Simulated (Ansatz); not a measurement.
**Property card for GePt**

All numbers below come from DFT PBE, scalar-relativistic, plane waves, PAW in Ansatz.

Plane waves to 420 eV, a k mesh through Γ of 6×10×6 on the computed 8-atom cell and Gaussian smearing (0.10 eV); no spin polarisation.

The structure is relaxed at this level of theory with its symmetry kept, and needn't be the ground state of this composition.

```xyz
8
Lattice="5.8275 0.0000 0.0000 0.0000 3.7444 0.0000 0.0000 0.0000 6.1907" Properties=species:S:1:pos:R:3 pbc="T T T"
Ge    4.7392    2.8083    3.6366
Ge    1.0883    0.9361    2.5541
Ge    4.0021    0.9361    0.5412
Ge    1.8254    2.8083    5.6494
Pt    0.0117    2.8083    1.1944
Pt    5.8159    0.9361    4.9962
Pt    2.9021    0.9361    4.2898
Pt    2.9254    2.8083    1.9009
```

- Space group: Pnma (No. 62)
- Volume per atom: 16.89 Å³
- Formation energy from the elements' standard states (uncorrected): -0.467 eV/atom
- Kohn–Sham band gap: none (metal)
- Density of states at the Fermi level: 2.2 states/eV per cell
- Orbital (Löwdin) character within 0.5 eV of the Fermi level: Pt 5d 43 %, Ge 4p 33 %, Ge 4s 17 %
- Bader charge by site (e): Ge (4 in the cell) 0.61, Pt (4 in the cell) -0.61

Spin-orbit coupling is left out, which matters for the bands of heavy elements.

It was relaxed from a cell as deposited in COD. Löwdin shares on free-atom orbitals overweight diffuse shells.
